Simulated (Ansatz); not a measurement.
CsCl-type ScPt

The computed numbers are results of PBEsol, scalar-relativistic (no spin polarisation) in the plane-wave PAW code Ansatz at 420 eV, 10×10×10 k-mesh, Gaussian smearing of 0.05 eV; PAW files: Ansatz's generated set soft_2.

```
Sc Pt
1.0
     3.26177    0.00000    0.00000
     0.00000    3.26177    0.00000
     0.00000    0.00000    3.26177
Sc Pt
1 1
Cartesian
  0.0000 0.0000 0.0000
  1.6309 1.6309 1.6309
```

The start was a prototype's sites filled with these elements; the Crystallography Open Database holds the compound in this structure.

Cell and atoms are those of this level's equilibrium.

The cell has space group Pm-3m (read at 0.01 Å). In it the stress is -0.07, -0.07, -0.07, 0.00, 0.00, 0.00 GPa and the largest force component 0.000 eV/Å. Each change below starts from this cell, without further relaxation. Stress is in GPa, positive in compression, in the order xx, yy, zz, yz, xz, xy; energies are counted from the cell above and are free energies with the smearing's entropy, which match forces and stress in a metal.

One atom was moved along a Cartesian axis, and these forces appeared. Which atom, and about how far?
```tsv
atom	Fx (eV/Å)	Fy	Fz
Sc1	0.000	-0.179	0.000
Pt2	0.000	0.179	0.000
```

Atom 1 (Sc) is moved by 0.05 Å along y; the energy changes by 4.5 meV per cell. Moving the other atom the opposite way is the same thing.

What stress follows from an engineering strain of 2 % in xz, atoms carried along?

-0.05, 0.03, -0.05, 0.00, -1.11, 0.00 GPa; the energy changes by 2.3 meV per cell.
The change of the stress over the strain gives a clamped-atom stiffness of about 55 GPa for this component.
In a harmonic crystal the energy would rise by V(½Cε² − σ₀ε), with σ₀ the stress of the unstrained cell, = 2.4 meV, close to the run's value; the rest is anharmonic or numerical.

No spin–orbit coupling, a notable omission for heavy elements.
